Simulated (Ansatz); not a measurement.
Here is the system:

AgI:
Space group F-43m (No. 216); a = b = c = 6.3480 Å, α = β = γ = 90.00°

```csv
atom,site,symmetry,x,y,z
Ag,4c,-43m,0.2500,0.2500,0.2500
I,4a,-43m,0.0000,0.0000,0.0000
```
(The calculation used a cell of 2 atoms; values per cell refer to that cell.)

This is the LDA-relaxed structure.

**Question.** All from LDA in the plane-wave PAW code Ansatz, unless another level is named. Estimate the Debye temperature from the elastic constants.

**Answer.** 115 K.

**Question.** Give the zero-point energy.

**Answer.** 16.2 meV/atom.

The LDA relaxation kept the symmetry of its start; phonons on a q-mesh show no instability. No spin polarisation was allowed. Scalar-relativistic: spin–orbit coupling is off unless named, which matters more the heavier the elements.

Potentials: the later of the program's two PAW sets.
